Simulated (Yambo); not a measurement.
Yambo run on Na3MoO3F3 (space group R3, No. 146). The wavefunctions come from this Quantum ESPRESSO step (PBEsol, PseudoDojo standard norm-conserving files, scalar-relativistic):

```
&CONTROL
  calculation = 'nscf'
  pseudo_dir = './pseudo'
  outdir = './out'
/
&SYSTEM
  ibrav = 0
  nat = 10
  ntyp = 4
  ecutwfc = 88.0
  ecutrho = 352.0
  occupations = 'fixed'
  force_symmorphic = .true.
  nbnd = 205
/
&ELECTRONS
  conv_thr = 1e-08
  diago_full_acc = .true.
  diago_thr_init = 1e-08
/
ATOMIC_SPECIES
O 15.9990 O.upf
F 18.9984 F.upf
Na 22.9898 Na.upf
Mo 95.9500 Mo.upf
CELL_PARAMETERS angstrom
  2.783469900000   1.607037096000   4.835397000000
 -2.783469900000   1.607037096000   4.835397000000
  0.000000000000  -3.214074192000   4.835397000000
ATOMIC_POSITIONS crystal
O   0.688680000000   0.906020000000   0.254660000000
O   0.254660000000   0.688680000000   0.906020000000
O   0.906020000000   0.254660000000   0.688680000000
F   0.359790000000   0.128800000000   0.824070000000
F   0.824070000000   0.359790000000   0.128800000000
F   0.128800000000   0.824070000000   0.359790000000
Na   0.226020000000   0.226020000000   0.226020000000
Na   0.509923000000   0.509923000000   0.509923000000
Na   0.727627000000   0.727627000000   0.727627000000
Mo   0.000220000000   0.000220000000   0.000220000000
K_POINTS automatic
2 2 2 0 0 0
```

Yambo input:

```
rim_cut
gw0
dyson
el_el_corr
HF_and_locXC
ppa
em1d
RandQpts= 1000000
RandGvec= 1 Ry
EXXRLvcs= 88 Ry
VXCRLvcs= 352 Ry
Chimod= "HARTREE"
% BndsRnXp
 5 | 203 |
%
NGsBlkXp= 7 Ry
% LongDrXp
 1.0 | 1.0 | 1.0 |
%
PPAPntXp= 27.2114 eV
% GbndRnge
 1 | 203 |
%
GTermKind= "BG"
DysSolver= "n"
ExtendOut
% QPkrange
 1 | 1 | 40 | 41 |
 2 | 2 | 40 | 41 |
 3 | 3 | 40 | 41 |
 4 | 4 | 40 | 41 |
%
```

k points by index: 1 = Γ, 2 = L, 3 = F, 4 = Z.

Table of the .qp output:

```
#    K-point    Band    Eo [eV]    E [eV]    E-Eo [eV]    Vxc [eV]    Vnlxc [eV]    Sc|Eo [eV]    Sc|E [eV]    dSc/dw|Eo [eV]    Re(Z)    Im(Z)
#
    1    40    -0.083956    -1.306684    -1.222728    -19.48198    -24.73276    3.706621    4.028055    -7.152664    0.791854    -0.001339
    1    41    4.290198    6.303363    2.013165    -18.77718    -13.28794    -3.050239    -3.476074    -5.755669    0.825410    -0.001004
    2    40    0.000000    -1.216177    -1.216177    -19.39828    -24.70759    3.771753    4.093135    -7.190005    0.790994    -0.001346
    2    41    4.375977    6.419467    2.043490    -18.97296    -13.44857    -3.047351    -3.480905    -5.773036    0.824976    -0.001004
    3    40    -0.006315    -1.221799    -1.215484    -19.37474    -24.68364    3.772292    4.093419    -7.188385    0.791032    -0.001347
    3    41    4.393394    6.439278    2.045884    -19.18459    -13.61431    -3.086930    -3.524389    -5.818228    0.823847    -0.001007
    4    40    -0.163698    -1.399515    -1.235817    -19.28752    -24.53760    3.689952    4.014265    -7.140275    0.792139    -0.001346
    4    41    4.085464    6.010149    1.924685    -18.06773    -12.52945    -3.223212    -3.613593    -5.519018    0.831378    -0.969733E-3
```
(The two width columns are left out.) Convergence of these settings isn't established.

Spin-orbit coupling is not included.

Geometry of the Materials Project entry, not relaxed at this level.
